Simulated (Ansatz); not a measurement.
SrAlGeH:
```cif
data_HAlGeSr
_chemical_formula_sum 'Sr1 Al1 Ge1 H1'
_space_group_name_H-M_alt 'P 1'
_space_group_IT_number 1
_cell_length_a 4.23989
_cell_length_b 4.23989
_cell_length_c 4.99086
_cell_angle_alpha 90.000
_cell_angle_beta 90.000
_cell_angle_gamma 120.000
loop_
_space_group_symop_operation_xyz
  'x, y, z'
loop_
_atom_site_label
_atom_site_type_symbol
_atom_site_fract_x
_atom_site_fract_y
_atom_site_fract_z
_atom_site_occupancy
Sr1 Sr 0.33333 0.66667 0.00021 1
Al1 Al 0.00000 0.00000 0.45766 1
Ge1 Ge 0.66667 0.33333 0.56023 1
H1 H 0.00000 0.00000 0.11110 1
```

Relaxed with r²SCAN. 

Problem. HSE06 on this cell (Ansatz, an electronic-structure program, PAW) gives a gap of 1.22 eV. What does r²SCAN give?

Solution. 1.02 eV.

Cost on shared cores: the r²SCAN run (SCF on a 8×8×6 mesh, then bands and DOS) around 110 core-seconds (rough), the HSE06 run (SCF on 6×6×4, then a few points) around 70 core-seconds (rough); the tasks are unlike.

Space group P3m1. The first step of the workflow began from a Materials Project structure, measured or hypothetical; the Crystallography Open Database copy checked does not list it. Whether it is the stable phase at ambient conditions was not checked. Symmetry was held in the r²SCAN relaxation; whether a distortion lowers the energy is not shown. Scalar-relativistic: spin–orbit coupling is off unless named, which matters more the heavier the elements.

Potentials: the later of the program's two PAW sets.

Ansatz is a plane-wave DFT program.
